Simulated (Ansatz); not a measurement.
One crystal and one scan (energy against volume) at two levels, r2SCAN (plane waves to 500 eV, PAW, scalar-relativistic; Ansatz, a first-principles code) and PBE (plane waves to 420 eV, PAW, scalar-relativistic; Ansatz), each from its own relaxed cell and on its own mesh. The cell shown is that of r2SCAN.

HfO2 (tetragonal-ZrO2 type, space group P4_2/nmc)

```
CELL_PARAMETERS angstrom
      3.57698     0.00000     0.00000
      0.00000     3.57698     0.00000
      0.00000     0.00000     5.20360
ATOMIC_POSITIONS crystal
  Hf 0.00000 0.00000 0.00000
  Hf 0.50000 0.50000 0.50000
  O  0.00000 0.50000 0.19607
  O  0.00000 0.50000 0.69607
  O  0.50000 0.00000 0.30393
  O  0.50000 0.00000 0.80393
```

E(V) scan at fixed shape, V₀ the volume above. The atoms relax within the cell's symmetry.

Energies are smeared free energies. HfO2 is run without spin polarisation. HfO2 was relaxed with its symmetry unable to fall. Spin-orbit coupling is left out, though Hf is heavy. The PAW data are Ansatz's earlier set. This is a high-temperature form of HfO2. With the shape held, the modulus is that of even scaling; a crystal free to change shape is softer. Percentages come from the unrounded values. Both scans cover V/V₀ from 0.940 to 1.060.

Results of r2SCAN:

* **Lattice constant a (Å)**: 3.577
* **Lattice constant c (Å)**: 5.204
* **Relaxed volume (Å³/atom)**: 11.10
* **Pressure at the smallest volume (GPa)**: 15.0
* **Energy cost of the largest compression (meV/atom)**: 29.3
* **Energy cost of the largest expansion (meV/atom)**: 23.3
* **Bulk modulus at fixed cell shape B₀ (third-order Birch-Murnaghan fit) (GPa)**: 208.6
* **Pressure for 5 % compression (fit) (GPa)**: 12.1

Q: What does PBE give for the same quantities?

A: 
```json
[
 {"quantity": "Lattice constant a (Å)", "PBE": "3.605", "r2SCAN − PBE": "-0.028 (-0.8 %)"},
 {"quantity": "Lattice constant c (Å)", "PBE": "5.265", "r2SCAN − PBE": "-0.061 (-1.2 %)"},
 {"quantity": "Relaxed volume (Å³/atom)", "PBE": "11.40", "r2SCAN − PBE": "-0.30 (-2.7 %)"},
 {"quantity": "Pressure at the smallest volume (GPa)", "PBE": "13.3", "r2SCAN − PBE": "+1.7 (+13 %)"},
 {"quantity": "Energy cost of the largest compression (meV/atom)", "PBE": "26.7", "r2SCAN − PBE": "+2.6 (+10 %)"},
 {"quantity": "Energy cost of the largest expansion (meV/atom)", "PBE": "21.1", "r2SCAN − PBE": "+2.2 (+10 %)"},
 {"quantity": "Bulk modulus at fixed cell shape B₀ (third-order Birch-Murnaghan fit) (GPa)", "PBE": "184.5", "r2SCAN − PBE": "+24.1 (+13 %)"},
 {"quantity": "Pressure for 5 % compression (fit) (GPa)", "PBE": "10.7", "r2SCAN − PBE": "+1.4 (+13 %)"}
]
```

r2SCAN gives the higher value for: pressure at the smallest volume; energy cost of the largest compression; energy cost of the largest expansion; bulk modulus at fixed cell shape B₀; pressure for 5 % compression. r2SCAN gives the lower value for: lattice constant a; lattice constant c; relaxed volume.

(Under strain, the slope of the energy per volume gives the stress and its curvature an elastic modulus.)
